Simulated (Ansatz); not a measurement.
A plane-wave DFT run in Ansatz 0.2.0 (scalar-relativistic PAW potentials unless the input names others): input and command.

```yaml
crystal:
  lattice:
    - [2.2959861536, 0.0, 0.0]
    - [0.0, 3.61277298, 0.0]
    - [-0.4017425219, 0.0, 5.5135259934]
  atoms:
    - { symbol: Li, position: [0.73684756, 0.25, 0.15485774] }
    - { symbol: Li, position: [0.2827518613, 0.75, 0.84514226] }
    - { symbol: Be, position: [0.75641808, 0.25, 0.57617164] }
    - { symbol: Be, position: [0.24358192, 0.75, 0.42382836] }
basis:
  ecutwfc: 420
kpoints:
  mp_grid: { grid: [18, 12, 8] }
hamiltonian:
  xc: pbesol
scf:
  occupations: { method: gaussian, width: 0.1 }
  max_iter: 2
output:
  forces: true
  eigenvalues: true
  stress: true
```

```bash
ansatz run input.yaml --threads 1 --pin off --max-ram 1331MiB --backend cpu --events-out ev --progress --plain --runs-dir out
```

Abridged log:
```
Basis set: ecut = 420 eV, 891 PW (Γ), exchange–correlation on 32×50×80 points (8 copies of the dense FFT grid, shifted against one another)
Bands: 9, of which v1, the nominal top of the filled ones, is band 5 counted from 1 (4 counted from 0)
Symmetry: 2 space group operations
k-points: 518 of 1728 (time reversal used)
SCF iter   1: F=—  HF=-586.027855 eV  |F-HF|=—  |Δ(HF+E_count)|=         —  Δρ=2.66e-3  dr2=6.18e-3  ethr=1.77e-3  ⟨swp⟩=3.0  Hψ=55432  notcnv=0
SCF iter   2: F=—  HF=-586.026093 eV  |F-HF|=—  |Δ(HF+E_count)|=   1.76e-3  Δρ=1.58e-3  dr2=2.50e-3  ethr=6.18e-5  ⟨swp⟩=2.1  Hψ=24974  notcnv=0
```

**Question.** What is wrong with this input?

**Answer.** The fault is too few SCF iterations (scf.max_iter: not typed → 2, the first being the value of the sound run). Setting it back cures it. The log, from which this was withheld above, says: «Error: did not converge after 2 iterations: dr2 = 2.50e-3 (threshold 1.00e-7), under the density mixer `msr1`, which `scf.mixing.algorithm: auto` chose by the deck's other keys (type `scf.mixing.algorithm: msr1` to keep it); raise `scf.max_iter`, which need not help a stalled SCF, or adjust the mixing (`scf.mixing`) or, under a smearing, its width (`scf.occupations.width` …» The run stopped without converging. A reference run from the same start on usual settings converged with pressure -0.65 GPa, largest force 0.052 eV/Å, no gap on the mesh.